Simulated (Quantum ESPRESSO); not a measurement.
Parts of the isotropic shielding in KF, by PBE GIPAW (a modified build of Quantum ESPRESSO, JTH PAW datasets), 22.5 Ha, k-mesh 5×5×5 shifted:

```
CELL_PARAMETERS angstrom
      0.00000     2.64114     2.68096
      2.64114     0.00000     2.68096
      2.64114     2.64114     0.00000
ATOMIC_POSITIONS crystal
  K  0.00000 0.00000 0.00000
  F  0.50000 0.50000 0.50000
```
The cell was made here from a computed Materials Project entry: strained by +1 % along the cube axis and by -0.5 % across it, atoms relaxed (PBE without dispersion, pw.x of Quantum ESPRESSO, symmetry kept). The parent is KF in Fm-3m. Stability against distortions was not tested.

The core term is that of the free atom's frozen core; the paramagnetic column sums the reconstruction terms. Shieldings are absolute and leave out the bulk-susceptibility term; a larger σ means a smaller chemical shift. By our sweeps, such settings leave a few ppm in absolute σ.

```tsv
site	core	bare (smooth current)	diamagnetic correction	paramagnetic corrections	σ_iso (ppm)
K (atom 1)	1193.4	90.7	22.3	…	…
F (atom 2)	306.4	78.3	50.6	…	…
```

Question: Some entries are withheld; supply them.

Answer: 
- K (atom 1), paramagnetic corrections: -140.0
- K (atom 1), σ_iso (ppm): 1166.4
- F (atom 2), paramagnetic corrections: -183.8
- F (atom 2), σ_iso (ppm): 251.5
